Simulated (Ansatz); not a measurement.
Level of theory: DFT PBE, scalar-relativistic, plane waves, PAW, and for the lanthanide a 4f-in-core norm-conserving potential (Ansatz 0.2.0). Settings: cutoff 660 eV, Γ-centred meshes spaced at most about 0.3 Å⁻¹, and about 0.25 Å⁻¹ or finer for metals (2π included), Gaussian smearing. No spin polarisation in the final relaxations.

These are static total energies at zero pressure.

Two forms of Nd3Au were relaxed alike.

A.

```cif
data_structure
_symmetry_space_group_name_H-M 'Im-3m'
_symmetry_Int_Tables_number 229
_cell_length_a 6.3070
_cell_length_b 6.3070
_cell_length_c 6.3070
_cell_angle_alpha 90.000
_cell_angle_beta 90.000
_cell_angle_gamma 90.000
_cell_volume 250.88
loop_
_atom_site_label
_atom_site_type_symbol
_atom_site_symmetry_multiplicity
_atom_site_Wyckoff_symbol
_atom_site_fract_x
_atom_site_fract_y
_atom_site_fract_z
_atom_site_occupancy
Nd1 Nd 6 b 0.50000 0.00000 0.00000 1
Au1 Au 2 a 0.00000 0.00000 0.00000 1
```

B.

```cif
data_structure
_symmetry_space_group_name_H-M 'Pm-3n'
_symmetry_Int_Tables_number 223
_cell_length_a 6.1427
_cell_length_b 6.1427
_cell_length_c 6.1427
_cell_angle_alpha 90.000
_cell_angle_beta 90.000
_cell_angle_gamma 90.000
_cell_volume 231.78
loop_
_atom_site_label
_atom_site_type_symbol
_atom_site_symmetry_multiplicity
_atom_site_Wyckoff_symbol
_atom_site_fract_x
_atom_site_fract_y
_atom_site_fract_z
_atom_site_occupancy
Nd1 Nd 6 c 0.25000 0.00000 0.50000 1
Au1 Au 2 a 0.00000 0.00000 0.00000 1
```

**Question.** Which would you expect to be lower, and how large is the difference?

**Answer.** B is lower, by 0.32 eV/atom. A has space group Im-3m (No. 229), 31.4 Å³/atom and no gap on its mesh; B has the A15 type, space group Pm-3n (No. 223), 29.0 Å³/atom and no gap. Counting all near atoms (those within 1.25 times the shortest distance at each site; a plus sign parts nearer from farther groups), A has Nd 6, Au 6 and B has Nd 2+12, Au 12. The denser one is the lower, and pressure would at first widen the difference. Both come from invented guesses. A third cell relaxed alike, in P-6m2, lies 77 meV/atom below the lower of the two.

These runs have no spin–orbit coupling, which can matter for Au. Cells relaxed within their symmetry can be saddle points.

The lanthanide is trivalent by construction, without f bands, f moments or other valences.
